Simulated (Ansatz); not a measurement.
# Si with vanadium replacing Si: gradients before and after relaxing the atoms

Start: a supercell of Si (diamond type, Fd-3m) built from a COD entry (the entry's cell lengths or inner coordinates differ somewhat from later room-temperature determinations), with all atoms left at the host's positions.

```cif
data_VSi53
_symmetry_space_group_name_H-M 'F-43m'
_symmetry_Int_Tables_number 216
_cell_length_a 16.2814
_cell_length_b 16.2814
_cell_length_c 16.2814
_cell_angle_alpha 90.000
_cell_angle_beta 90.000
_cell_angle_gamma 90.000
loop_
_atom_site_label
_atom_site_type_symbol
_atom_site_symmetry_multiplicity
_atom_site_Wyckoff_symbol
_atom_site_fract_x
_atom_site_fract_y
_atom_site_fract_z
V V 4 d 0.2500 0.7500 0.2500
Si2 Si 48 h 0.4167 0.7500 0.4167
Si5 Si 16 e 0.5833 0.5833 0.4167
Si9 Si 16 e 0.9167 0.4167 0.5833
Si15 Si 24 g 0.7500 0.4167 0.7500
Si28 Si 16 e 0.1667 0.8333 0.1667
Si30 Si 24 f 0.5000 0.8333 0.5000
Si32 Si 48 h 0.5000 0.6667 0.3333
Si41 Si 4 b 0.5000 0.5000 0.5000
Si45 Si 16 e 0.8333 0.3333 0.6667
```

One atom of each set is listed; the run and its k-mesh use a cell of 54 atoms with edges of 11.51, 11.51, 11.51 Å.

The numbers come from a DFT calculation in Ansatz (PBE, plane waves and PAW, scalar-relativistic, 420 eV cutoff, Γ-centred 2×2×2 k-points, Fermi–Dirac smearing 0.01 eV, cell charge +1).

The largest force at the start is 0.74 eV/Å. Relaxing the ions at fixed cell moves them by 0.066 Å at most (atom 28, Si) and 0.022 Å rms.

```
site  moved (Å)             first shell before              first shell after  V_zz before (10²¹ V/m²)  η before
   V      0.000                 4 Si at 2.35 Å                 4 Si at 2.42 Å                     0.00         –
 Si2      0.024                 4 Si at 2.35 Å            4 Si at 2.34–2.35 Å                     1.11      0.12
 Si5      0.001                 4 Si at 2.35 Å                 4 Si at 2.35 Å                   -0.071      0.00
 Si9      0.004                 4 Si at 2.35 Å                 4 Si at 2.35 Å                   -0.032      0.00
Si15      0.003                 4 Si at 2.35 Å                 4 Si at 2.35 Å                   -0.015      0.39
Si28      0.066  1 V at 2.35 Å, 3 Si at 2.35 Å  3 Si at 2.35 Å, 1 V at 2.42 Å                    -2.70      0.00
Si30      0.006                 4 Si at 2.35 Å                 4 Si at 2.35 Å                     0.70      0.09
Si32      0.008                 4 Si at 2.35 Å            4 Si at 2.34–2.35 Å                    0.098      0.23
Si45      0.002                 4 Si at 2.35 Å                 4 Si at 2.35 Å                    0.005      0.00
```

Question: What are V_zz and η after the relaxation?

Answer: 

```
site  V_zz after  η after  change of V_zz
   V        0.00        –            0.00
 Si2        1.25     0.17           +0.14
 Si5      -0.040     0.00           +0.03
 Si9      -0.094     0.00           -0.06
Si15      -0.040     0.06               –
Si28       -1.96     0.00           +0.74
Si30        0.76     0.08           +0.06
Si32        0.16     0.54           +0.07
Si45       0.026     0.00           +0.02
```

The largest change of V_zz along a kept axis is on Si28, from -2.70 to -1.96. In per cent, |V_zz| changes by -27 on Si (all sites that start above 2). On Si15 the largest principal value lies along another axis in the second run, so the two V_zz can't be compared directly. Other sites without a gradient aren't listed.

The run isn't spin-polarised, and a state with spin may lie lower. The defect repeats with the cell of 54 atoms, so it feels its images: sites between two images don't show the values beside a lone defect, and zeros or small values of η there can come from the images' arrangement. A uniform background compensates the cell's charge. The defect cell has no gap above 0.1 eV on its mesh, so the values can hang on the smearing and the k-mesh.
Before: The neighbours have not yet relaxed around the defect (largest force 0.74 eV/Å), so a real crystal will differ.
After: The relaxation keeps the site symmetry -43m of the start, so the impurity can't leave its site; a distortion that would localise the partly filled state isn't explored.
